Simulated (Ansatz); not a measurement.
## InF$_{3}$: do energies and stresses tell the same story?

Method: DFT r2SCAN, scalar-relativistic, plane waves, PAW in Ansatz.

Plane waves to 500 eV, a k mesh through Γ of 6×6×6 on the computed 8-atom cell and Gaussian smearing (0.02 eV); no spin polarisation.

Relaxed cell: R-3c, a = 5.286 Å, b = 5.286 Å, c = 14.615 Å, α = 90.00°, β = 90.00°, γ = 120.00°, 8 atoms in the primitive cell. Whether it is the stable form of this composition wasn't checked.

Energies at zero smearing and pressures from the stress tensor, at volumes with shape and atoms relaxed:
| V (Å³/atom) | E − E(first) (meV/atom) | P (GPa) |
| --- | --- | --- |
| 12.970 | 0.00 | 4.673 |
| 13.412 | -10.19 | 2.762 |
| 13.854 | -15.97 | 1.459 |
| 14.296 | -18.78 | 0.602 |
| 14.738 | -19.64 | -0.001 |
| 15.180 | -19.22 | -0.320 |
| 15.622 | -17.89 | -0.660 |
| 16.212 | -15.01 | -1.132 |

Q: Check P = −dE/dV between neighbouring volumes, and get the bulk modulus from the pressures alone.

A: With 1 eV/Å³ = 160.2 GPa:
```tsv
middle V (Å³/atom)	−ΔE/ΔV (GPa)	mean P (GPa)
13.191	3.692	3.717
13.633	2.097	2.111
14.075	1.016	1.031
14.517	0.314	0.301
14.959	-0.155	-0.160
15.401	-0.479	-0.490
15.917	-0.783	-0.896
```

The two differ by 0.114 GPa at most. The mean of two end pressures misses the average over a step by about ΔV² P″/12, up to 0.053 GPa here; with that taken off 0.095 GPa remains, from the finite cutoff, the mesh or the relaxation's tolerance. Around V = 14.738 Å³/atom, the two neighbours give B = −V ΔP/ΔV = 14.738 × 0.923 / 0.884 = 15.4 GPa, against B0 = 16.8 GPa from the Birch–Murnaghan fit of the energies, which describes these points poorly (B0' = 13.1).

Cost: 9 runs of about 8.3 core-minutes in all, on Intel Xeon Platinum 8559C (Emerald Rapids) (shared hosts).